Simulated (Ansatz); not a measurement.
An elastic tensor (GPa, Voigt order, standard axes) from the program Ansatz at the r²SCAN level (PAW):

```
 263  52.3  11.3   0.0   0.0   0.0
52.3   263  11.3   0.0   0.0   0.0
11.3  11.3   123   0.0   0.0   0.0
 0.0   0.0   0.0  18.6   0.0   0.0
 0.0   0.0   0.0   0.0  18.6   0.0
 0.0   0.0   0.0   0.0   0.0   105
```

Question: Which compound is it?
A. LiGeN, P6_3mc (Li on 2b, Ge on 2a, N on 2b)
B. LiF, wurtzite
C. ZnO, NiAs type
D. AlN, P6_3mc (Pearson symbol hP12)

Answer: A, LiGeN, P6_3mc (Li on 2b, Ge on 2a, N on 2b)

The first step of the workflow began from a Materials Project structure, measured or hypothetical; the Crystallography Open Database copy checked does not list it. Whether it is the stable phase at ambient conditions was not checked. The cell was relaxed with r²SCAN under the symmetry of its start; its stability against distortions is not shown here.

Potentials: the later of the program's two PAW sets.
